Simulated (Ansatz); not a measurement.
Input, command and steps of an Ansatz relaxation.

```yaml
crystal:
  lattice:
    - [3.9096641456, 0.0, 0.0]
    - [0.0, 3.9096641456, 0.0]
    - [0.0, 0.0, 3.9096641456]
  atoms:
    - { symbol: Zn, position: [0.0, 0.0, 0.0] }
    - { symbol: Bi, position: [0.5, 0.5, 0.5] }
    - { symbol: H, position: [0.0, 0.5, 0.5] }
    - { symbol: H, position: [0.5, 0.0, 0.5] }
    - { symbol: H, position: [0.5, 0.5, 0.0] }
basis:
  ecutwfc: 420
kpoints:
  mp_grid: { grid: [4, 4, 4] }
hamiltonian:
  xc: pbe
scf:
  occupations: { method: gaussian, width: 0.1 }
  lower_state_search: "off"
output:
  forces: true
  stress: true
  eigenvalues: true
relax:
  adjacent_minimum: "off"
  f_tol: 0.04
  max_steps: 70
  cell: { stress_tol: 0.4 }
```

```bash
ansatz run input.yaml --threads 1 --pin off --max-ram 2560MiB --backend cpu --events-out ev --progress --plain --runs-dir out
```

Theory: DFT PBE, scalar-relativistic, plane waves, PAW in Ansatz.

Of 5 frames 5 are shown, positions in Å and forces in eV/Å; the SCF threshold varies from step to step. Steps run on the plane waves of an earlier cell, with a Pulay correction in the pressure. The basis is chosen afresh for the last frame, the zero of the energies, and at times for earlier ones too; energy and pressure can step there, also at an unchanged geometry. Here that happened at step 5 (-5 meV/atom, 0.3 GPa); frames between the last choice of the basis and such a step carry an error that grows, as the cell changes, to that size.

```xyz
5
Lattice="3.9097 0.0000 0.0000 0.0000 3.9097 0.0000 0.0000 0.0000 3.9097" Properties=species:S:1:pos:R:3:forces:R:3 pbc="T T T" step=1 free_energy_over_end_meV_per_atom=166.97 pressure_GPa=17.46
Zn    0.0000    0.0000    0.0000    0.0000    0.0000    0.0000
Bi    1.9548    1.9548    1.9548    0.0000    0.0000    0.0000
H     0.0000    1.9548    1.9548    0.0000    0.0000    0.0000
H     1.9548    0.0000    1.9548    0.0000    0.0000    0.0000
H     1.9548    1.9548    0.0000    0.0000    0.0000    0.0000
5
Lattice="4.0972 0.0000 0.0000 0.0000 4.0972 0.0000 0.0000 0.0000 4.0972" Properties=species:S:1:pos:R:3:forces:R:3 pbc="T T T" step=2 free_energy_over_end_meV_per_atom=40.36 pressure_GPa=6.71
Zn    0.0000    0.0000    0.0000    0.0000    0.0000    0.0000
Bi    2.0486    2.0486    2.0486    0.0000    0.0000    0.0000
H     0.0000    2.0486    2.0486    0.0000    0.0000    0.0000
H     2.0486    0.0000    2.0486    0.0000    0.0000    0.0000
H     2.0486    2.0486    0.0000    0.0000    0.0000    0.0000
5
Lattice="4.2344 0.0000 0.0000 0.0000 4.2344 0.0000 0.0000 0.0000 4.2344" Properties=species:S:1:pos:R:3:forces:R:3 pbc="T T T" step=3 free_energy_over_end_meV_per_atom=6.99 pressure_GPa=1.35
Zn    0.0000    0.0000    0.0000    0.0000    0.0000    0.0000
Bi    2.1172    2.1172    2.1172    0.0000    0.0000    0.0000
H     0.0000    2.1172    2.1172    0.0000    0.0000    0.0000
H     2.1172    0.0000    2.1172    0.0000    0.0000    0.0000
H     2.1172    2.1172    0.0000    0.0000    0.0000    0.0000
5
Lattice="4.2821 0.0000 0.0000 0.0000 4.2821 0.0000 0.0000 0.0000 4.2821" Properties=species:S:1:pos:R:3:forces:R:3 pbc="T T T" step=4 free_energy_over_end_meV_per_atom=5.40 pressure_GPa=-0.12
Zn    0.0000    0.0000    0.0000    0.0000    0.0000    0.0000
Bi    2.1410    2.1410    2.1410    0.0000    0.0000    0.0000
H     0.0000    2.1410    2.1410    0.0000    0.0000    0.0000
H     2.1410    0.0000    2.1410    0.0000    0.0000    0.0000
H     2.1410    2.1410    0.0000    0.0000    0.0000    0.0000
5
Lattice="4.2821 0.0000 0.0000 0.0000 4.2821 0.0000 0.0000 0.0000 4.2821" Properties=species:S:1:pos:R:3:forces:R:3 pbc="T T T" step=5 free_energy_over_end_meV_per_atom=0.00 pressure_GPa=0.23
Zn    0.0000    0.0000    0.0000    0.0000    0.0000    0.0000
Bi    2.1410    2.1410    2.1410    0.0000    0.0000    0.0000
H     0.0000    2.1410    2.1410    0.0000    0.0000    0.0000
H     2.1410    0.0000    2.1410    0.0000    0.0000    0.0000
H     2.1410    2.1410    0.0000    0.0000    0.0000    0.0000
```

The start puts this composition into another compound's structure type, which needn't suit it. The cell swells from 12.0 to 15.7 Å³ an atom, so the end can be far from any stable crystal. At the end the space group is Pm-3m (tolerance 0.05 Å).

It took 7.3 s on 1 thread of Arm Neoverse V1, with other jobs on the host, peak memory 0.32 GiB.

The k mesh is coarse. Spin–orbit coupling is left out, which can shift energies with elements as heavy as these.